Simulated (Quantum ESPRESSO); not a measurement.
pw.x input (Quantum ESPRESSO 7.5; LDA, PseudoDojo standard norm-conserving files, scalar-relativistic):

```
&CONTROL
  calculation = 'scf'
  pseudo_dir = './pseudo'
  outdir = './out'
  tprnfor = .true.
  tstress = .true.
/
&SYSTEM
  ibrav = 0
  nat = 2
  ntyp = 2
  ecutwfc = 102.0
  ecutrho = 408.0
  occupations = 'smearing'
  smearing = 'fd'
  degauss = 0.002
  nbnd = 17
/
&ELECTRONS
  conv_thr = 2e-10
/
ATOMIC_SPECIES
S 32.0600 S.upf
Cd 112.4140 Cd.upf
CELL_PARAMETERS angstrom
  0.000000000000   2.879109087000   2.879109087000
  2.879109087000   0.000000000000   2.879109087000
  2.879109087000   2.879109087000   0.000000000000
ATOMIC_POSITIONS crystal
S   0.750000000000   0.750000000000   0.750000000000
Cd   0.000000000000   0.000000000000   0.000000000000
K_POINTS automatic
8 8 8 0 0 0
```

End of the output:

```
     total energy              =    -372.77900479 Ry
     estimated scf accuracy    <       0.00000190 Ry
     total energy              =    -372.77900540 Ry
     estimated scf accuracy    <       0.00000018 Ry
     total energy              =    -372.77900546 Ry
     estimated scf accuracy    <          3.7E-09 Ry
[...]
     the Fermi energy is     7.7513 ev
!    total energy              =    -372.77900546 Ry
     estimated scf accuracy    <          1.3E-10 Ry
     smearing contrib. (-TS)   =      -0.00000000 Ry
     internal energy E=F+TS    =    -372.77900546 Ry
     The total energy is F=E-TS. E is the sum of the following terms:
     one-electron contribution =    -245.21610419 Ry
     hartree contribution      =     128.32558829 Ry
     xc contribution           =     -54.49405898 Ry
     ewald contribution        =    -201.39443059 Ry
     convergence has been achieved in   8 iterations
     Forces acting on atoms (cartesian axes, Ry/au):
     atom    1 type  1   force =     0.00000000    0.00000000    0.00000000
     atom    2 type  2   force =     0.00000000    0.00000000    0.00000000
     Total force =     0.000000     Total SCF correction =     0.000000
     Computing stress (Cartesian axis) and pressure
          total   stress  (Ry/bohr**3)                   (kbar)     P=       -0.55
  -0.00000371   0.00000000   0.00000000           -0.55        0.00        0.00
   0.00000000  -0.00000371  -0.00000000            0.00       -0.55       -0.00
   0.00000000   0.00000000  -0.00000371            0.00        0.00       -0.55
```
In a gapped system the printed Fermi energy is only some level inside the gap.

Spin-orbit coupling is not included.

Geometry relaxed with LDA.
